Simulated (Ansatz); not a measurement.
Starting cell, HgTe (zinc blende):

```xyz
2
Lattice="0.0000 3.2867 3.2867 3.2867 0.0000 3.2867 3.2867 3.2867 0.0000" Properties=species:S:1:pos:R:3 pbc="T T T"
Te     4.9301     4.9301     4.9301
Hg     0.0000     0.0000     0.0000
```

In this cell atom 1 (Te, nearest neighbour Hg at 2.846 Å; its periodic images, 4.6 Å or more away, move with it) is moved by s along Cartesian x, unit vector (1.000, 0.000, 0.000); all other atoms and the cell stay fixed.

The numbers are results of r2SCAN (plane waves to 500 eV, PAW, scalar-relativistic; Ansatz, a program for electronic structure), not measurements. k mesh 10×10×10 (Γ-centred), Fermi-Dirac smearing 0.05 eV. Energies are smeared free energies. With partly filled bands, energies and forces of such displacements shift with the k mesh and the smearing. At this level the bands of HgTe touch or barely overlap. HgTe was relaxed with its symmetry unable to fall. Spin-orbit coupling is left out, though Hg and Te are heavy. The PAW data are Ansatz's earlier set. The zero of ΔE is the undisplaced structure. The last digit holds for this mesh only.

```
s (Å)   ΔE (meV/cell)
------  -------------
-0.280          111.0
-0.224           71.5
-0.168           40.4
-0.112           18.0
-0.056            4.5
0.000             0.0
0.056             4.5
0.112            18.0
0.168            40.4
0.224            71.5
0.280           111.0
```

Question: What force constant k = d²E/ds² at s = 0 does the table give?

Answer: 2.9 eV/Å². It is the second difference of the nearest points, corrected with the next pair.

Question: With k = 2.88 eV/Å² from the forces, is the well harmonic out to s = 0.280 Å?

Answer: ½ks² = 113 meV/cell against the computed 111 meV/cell, so the well is close to harmonic there.

(A displaced cell: forces are minus the slopes of the energy, force constants its curvatures, and phonons follow from these.)
